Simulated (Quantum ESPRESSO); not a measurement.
# Band energies of Sr2FeH6

```xyz
9
Lattice="0.0000 3.7077 3.7077 3.7077 0.0000 3.7077 3.7077 3.7077 0.0000" Properties=species:S:1:pos:R:3 pbc="T T T"
H      3.7077     3.7077     5.8022
H      3.7077     3.7077     1.6131
H      5.8022     3.7077     3.7077
H      1.6131     3.7077     3.7077
H      3.7077     5.8022     3.7077
H      3.7077     1.6131     3.7077
Fe     0.0000     0.0000     0.0000
Sr     5.5615     5.5615     5.5615
Sr     1.8538     1.8538     1.8538
```

PBEsol (pw.x of Quantum ESPRESSO, ONCV potentials, without SOC); path ΓXWKΓLUWLK,UX; energies in eV from the valence-band maximum.

```
k (1/Å)  point  band 17  band 18  band 19  band 20  band 21  band 22  band 23  band 24
-------  -----  -------  -------  -------  -------  -------  -------  -------  -------
0.00         Γ    -3.30    -3.30     0.00     0.00     0.00     2.36     2.36     3.50
0.21              -3.18    -3.18    -0.05    -0.01    -0.01     2.29     2.38     3.92
0.42              -2.89    -2.89    -0.22    -0.03    -0.03     1.86     2.45     4.14
0.64              -2.58    -2.58    -0.44    -0.05    -0.05     1.31     2.58     3.22
0.85         X    -2.44    -2.44    -0.56    -0.06    -0.06     1.08     2.67     2.93
1.06              -2.74    -2.43    -0.40    -0.09    -0.06     1.19     2.86     3.06
1.27         W    -3.31    -2.42    -0.20    -0.20    -0.05     1.33     2.84     3.15
1.27         K    -2.98    -2.39    -0.31    -0.09    -0.08     1.30     2.92     3.08
1.45              -3.26    -2.45    -0.16    -0.15    -0.08     1.61     2.51     3.51
1.81              -3.05    -2.90    -0.12    -0.04    -0.02     2.31     2.33     4.32
1.99              -3.22    -3.16    -0.03    -0.01    -0.01     2.35     2.36     3.79
2.17         Γ    -3.30    -3.30     0.00     0.00     0.00     2.36     2.36     3.50
2.54              -2.91    -2.91    -0.12    -0.03    -0.03     2.37     2.37     4.22
2.72              -2.66    -2.66    -0.22    -0.06    -0.06     2.40     2.40     3.57
2.90         L    -2.56    -2.56    -0.27    -0.08    -0.08     2.42     2.42     3.27
3.08              -2.71    -2.52    -0.24    -0.09    -0.08     2.01     2.47     3.81
3.42         U    -2.98    -2.39    -0.31    -0.09    -0.08     1.30     2.92     3.08
3.42         W    -3.31    -2.42    -0.20    -0.20    -0.05     1.33     2.84     3.15
3.57              -3.21    -2.43    -0.20    -0.18    -0.06     1.41     2.71     3.27
3.87              -2.67    -2.53    -0.25    -0.09    -0.08     2.08     2.45     3.71
4.02         L    -2.56    -2.56    -0.27    -0.08    -0.08     2.42     2.42     3.27
4.13              -2.62    -2.54    -0.26    -0.08    -0.08     2.22     2.44     3.52
4.23              -2.77    -2.51    -0.23    -0.10    -0.08     1.90     2.49     3.82
4.44              -3.06    -2.41    -0.26    -0.11    -0.08     1.42     2.73     3.30
4.54         K    -2.98    -2.39    -0.31    -0.09    -0.08     1.30     2.92     3.08
4.54         U    -2.98    -2.39    -0.31    -0.09    -0.08     1.30     2.92     3.08
4.84         X    -2.44    -2.44    -0.56    -0.06    -0.06     1.08     2.67     2.93
```

The PBEsol gap is indirect, 1.08 eV, from Γ to X; the smallest direct gap is 1.15 eV.

Geometry of the Materials Project entry, not relaxed at this level.

The structure is a Materials Project entry; no match was found in the copy of COD used, and its stability was not checked.

The runs are not spin-polarised; magnetic order was not tried.
